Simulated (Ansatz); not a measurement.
SiRu2, first-principles data

SiRu₂:
```xyz
12
Lattice="5.2635 0.0000 0.0000 0.0000 4.0056 0.0000 0.0000 0.0000 7.3895" Properties=species:S:1:pos:R:3 pbc="T T T"
Si     1.5776     1.0014     6.6679
Si     3.6859     3.0042     0.7216
Si     1.0542     3.0042     2.9732
Si     4.2093     1.0014     4.4163
Ru     2.7057     3.0042     5.8195
Ru     2.5578     1.0014     1.5700
Ru     5.1896     1.0014     2.1248
Ru     0.0739     3.0042     5.2647
Ru     4.3847     1.0014     6.9063
Ru     0.8788     3.0042     0.4832
Ru     3.5106     3.0042     3.2115
Ru     1.7529     1.0014     4.1780
```

Space group Pnma (No. 62); conventional cell a = 5.264 Å, b = 4.006 Å, c = 7.389 Å, α = 90.00°, β = 90.00°, γ = 90.00°.

Method: r²SCAN in the plane-wave PAW code Ansatz. Structure relaxed to zero pressure with the same functional. Other levels are named where they apply.

Cell and energy:

```json
{
 "volume_per_atom": "12.98 Å³",
 "density": "9.82 g/cm³",
 "Formation energy from the elements (no fitted shifts)": "-0.40 eV/atom"
}
```

Electronic structure:

```json
{
 "electronic_character": "metallic (no gap)",
 "Density of states at the Fermi level": "0.73 states/eV per atom (mean over ±0.08 eV)"
}
```

Mechanics:

```json
{
 "Bulk modulus (Birch–Murnaghan fit)": "273 GPa",
 "Pressure derivative B′": "5.2"
}
```

Charges:

```json
{
 "bader_charges": "Si +0.75, Ru -0.42 to -0.32 e"
}
```

The first step of the workflow began from a Materials Project structure, measured or hypothetical; the Crystallography Open Database copy checked does not list it. Its standing as an ambient phase is unchecked. The cell was relaxed with r²SCAN under the symmetry of its start; whether a distortion lowers the energy is not shown. No spin polarisation was allowed. The references are the lowest solids computed at this level, not always the standard phases. Spin–orbit coupling is left out wherever it is not named.

Potentials: the later of the program's two PAW sets.
